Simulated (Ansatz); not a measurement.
Al2Cu (P4/mmm), zone-centre modes

These are results of DFT PBEsol, scalar-relativistic, plane waves, PAW in Ansatz 0.2.0, not measurements. The runs took a 420 eV cutoff, a Γ-centred 12×10×10 mesh and Gaussian smearing (0.15 eV). No spin polarisation.

The undisturbed cell (relaxed at this level; it needn't be the usual structure):

```
Al Cu
1.0
     4.08417    0.00000    0.00000
     0.00000    4.08417    2.84639
     0.00000   -4.08417    2.84639
Al Cu
4 2
Direct
  0.50000 0.75000 0.75000
  0.50000 0.25000 0.25000
  0.00000 0.50000 0.00000
  0.00000 0.00000 0.50000
  0.00000 0.00000 0.00000
  0.00000 0.50000 0.50000
```

Harmonic modes by finite displacements of 0.02 Å, without the LO–TO term. The cell doubles the primitive one, so its zone centre also holds the primitive cell's point q = (0, 1/2, 1/2).

(1) At this geometry, is the structure stable against these modes?

(2) List the wavenumbers in cm⁻¹.

Answers

(1) Yes: no mode is imaginary beyond 10 cm⁻¹, and only the three translations lie near zero.

(2) 0, 0, 0, 68, 108, 121, 145, 148, 148, 155, 184, 238, 308, 320, 323, 354, 354, 355.

Cost: 1 run of about 9 core-minutes, on Arm Neoverse V1 (shared hosts).